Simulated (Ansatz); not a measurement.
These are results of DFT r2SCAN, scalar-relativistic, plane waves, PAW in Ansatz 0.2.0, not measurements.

Structure of CaZn:

```yaml
crystal:
  lattice:
    - [3.65289, 0.00000, 0.00000]
    - [0.00000, 3.65289, 0.00000]
    - [0.00000, 0.00000, 3.65289]
  atoms:
    - { symbol: Ca, position: [0.00000, 0.00000, 0.00000] }
    - { symbol: Zn, position: [0.50000, 0.50000, 0.50000] }
```

Plane waves to 500 eV, a k mesh through Γ of 12×12×12 on the computed 2-atom cell and Gaussian smearing (0.10 eV); no spin polarisation.

Levels along Γ–X–M–Γ–R–X | R–M, in eV from the Fermi level, sorted by energy at each point. Points in fractions of the primitive reciprocal vectors: Γ (0.000 0.000 0.000), X (0.000 0.500 0.000), M (0.500 0.500 0.000), R (0.500 0.500 0.500).
| point | k (1/Å, with 2π) | band 9 | band 10 | band 11 | band 12 | band 13 | band 14 | band 15 |
| --- | --- | --- | --- | --- | --- | --- | --- | --- |
| Γ | 0.000 | -7.14 | -6.84 | 1.76 | 1.76 | 4.76 | 4.76 | 4.76 |
| - | 0.123 | -7.14 | -6.78 | 1.63 | 1.79 | 4.37 | 4.37 | 4.60 |
| - | 0.246 | -7.14 | -6.58 | 1.17 | 1.86 | 3.91 | 3.91 | 4.41 |
| - | 0.369 | -7.14 | -6.25 | 0.40 | 1.97 | 3.50 | 3.50 | 4.49 |
| - | 0.491 | -7.13 | -5.81 | -0.54 | 2.10 | 3.18 | 3.18 | 4.83 |
| - | 0.614 | -7.13 | -5.27 | -1.49 | 2.23 | 2.94 | 2.94 | 5.17 |
| - | 0.737 | -7.13 | -4.71 | -2.31 | 2.32 | 2.79 | 2.79 | 5.18 |
| X | 0.860 | -7.13 | -4.39 | -2.72 | 2.36 | 2.74 | 2.74 | 5.19 |
| - | 0.983 | -7.13 | -4.36 | -2.65 | 2.39 | 2.57 | 2.78 | 5.11 |
| - | 1.106 | -7.14 | -4.27 | -2.42 | 2.13 | 2.46 | 2.92 | 4.91 |
| - | 1.229 | -7.14 | -4.12 | -2.07 | 1.52 | 2.51 | 3.14 | 4.66 |
| - | 1.351 | -7.11 | -3.91 | -1.61 | 0.86 | 2.44 | 3.42 | 4.41 |
| - | 1.474 | -7.07 | -3.67 | -1.09 | 0.25 | 2.18 | 3.71 | 4.21 |
| - | 1.597 | -7.05 | -3.46 | -0.61 | -0.20 | 1.80 | 3.94 | 4.08 |
| M | 1.720 | -7.05 | -3.37 | -0.38 | -0.38 | 1.60 | 4.04 | 4.04 |
| - | 1.894 | -7.06 | -3.57 | -0.52 | -0.30 | 1.98 | 3.90 | 4.08 |
| - | 2.068 | -7.10 | -4.15 | -0.48 | -0.07 | 2.54 | 3.64 | 4.21 |
| - | 2.241 | -7.16 | -4.94 | -0.01 | 0.28 | 2.83 | 3.46 | 4.41 |
| - | 2.415 | -7.15 | -5.71 | 0.73 | 0.73 | 2.91 | 3.48 | 4.64 |
| - | 2.589 | -7.14 | -6.32 | 1.20 | 1.44 | 3.16 | 3.73 | 4.87 |
| - | 2.763 | -7.14 | -6.71 | 1.60 | 1.72 | 3.94 | 4.21 | 4.86 |
| Γ | 2.936 | -7.14 | -6.84 | 1.76 | 1.76 | 4.76 | 4.76 | 4.76 |
| - | 3.149 | -7.14 | -6.64 | 1.62 | 1.62 | 3.61 | 4.40 | 4.40 |
| - | 3.362 | -7.16 | -6.08 | 1.29 | 1.29 | 2.48 | 3.94 | 3.94 |
| - | 3.575 | -7.18 | -5.22 | 0.85 | 0.85 | 1.82 | 3.59 | 3.59 |
| - | 3.788 | -7.15 | -4.20 | 0.31 | 0.31 | 1.74 | 3.57 | 3.57 |
| - | 4.000 | -7.10 | -3.10 | -0.22 | -0.22 | 1.90 | 3.92 | 3.92 |
| - | 4.213 | -7.06 | -1.93 | -0.60 | -0.60 | 0.91 | 4.40 | 4.54 |
| R | 4.426 | -7.04 | -0.74 | -0.74 | -0.74 | -0.44 | 5.05 | 5.05 |
| - | 4.600 | -7.05 | -1.68 | -0.71 | -0.62 | 0.66 | 4.48 | 4.57 |
| - | 4.773 | -7.06 | -2.58 | -0.73 | -0.26 | 1.94 | 3.72 | 3.92 |
| - | 4.947 | -7.09 | -3.28 | -1.01 | 0.30 | 2.94 | 3.36 | 3.50 |
| - | 5.121 | -7.12 | -3.80 | -1.57 | 1.02 | 2.92 | 3.10 | 3.88 |
| - | 5.295 | -7.16 | -4.14 | -2.15 | 1.79 | 2.61 | 2.94 | 4.52 |
| - | 5.468 | -7.14 | -4.33 | -2.57 | 2.42 | 2.46 | 2.79 | 5.02 |
| X | 5.642 | -7.13 | -4.39 | -2.72 | 2.36 | 2.74 | 2.74 | 5.19 |
| R | 5.642 | -7.04 | -0.74 | -0.74 | -0.74 | -0.44 | 5.05 | 5.05 |
| - | 5.765 | -7.04 | -1.36 | -0.72 | -0.72 | 0.31 | 4.56 | 4.97 |
| - | 5.888 | -7.04 | -1.99 | -0.67 | -0.67 | 1.29 | 3.79 | 4.78 |
| - | 6.011 | -7.04 | -2.50 | -0.60 | -0.60 | 2.37 | 3.06 | 4.54 |
| - | 6.134 | -7.04 | -2.89 | -0.52 | -0.52 | 2.44 | 3.52 | 4.33 |
| - | 6.256 | -7.04 | -3.16 | -0.44 | -0.44 | 1.98 | 4.17 | 4.17 |
| - | 6.379 | -7.04 | -3.32 | -0.39 | -0.39 | 1.70 | 4.07 | 4.07 |
| M | 6.502 | -7.05 | -3.37 | -0.38 | -0.38 | 1.60 | 4.04 | 4.04 |